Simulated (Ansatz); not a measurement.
Data:

KBr (rock salt)

```yaml
crystal:
  lattice:
    - [0.00000, 3.30411, 3.30411]
    - [3.30411, 0.00000, 3.30411]
    - [3.30411, 3.30411, 0.00000]
  atoms:
    - { symbol: Br, position: [0.00000, 0.00000, 0.00000] }
    - { symbol: K, position: [0.50000, 0.50000, 0.50000] }
```

The volume is varied about the relaxed value V₀ at fixed cell shape. Symmetry pins the atoms to their sites.

All values below come from r2SCAN (plane waves to 500 eV, PAW, scalar-relativistic; Ansatz, an electronic-structure program). k mesh 9×9×9 (Γ-centred), Fermi-Dirac smearing 0.05 eV. Energies are smeared free energies. Stress and pressure are positive under compression. KBr was relaxed with its symmetry unable to fall. ΔE is measured from the relaxed starting cell.

The scan covers V/V₀ from 0.900 to 1.100 in 11 points.

What pressure does the cell carry at V/V₀ = 0.900?

2.18 GPa.

What is ΔE at V/V₀ = 1.100?

14.7 meV/atom.

What is ΔE at V/V₀ = 0.900?

22.2 meV/atom.

(Under strain, the slope of the energy per volume gives the stress and its curvature an elastic modulus.)
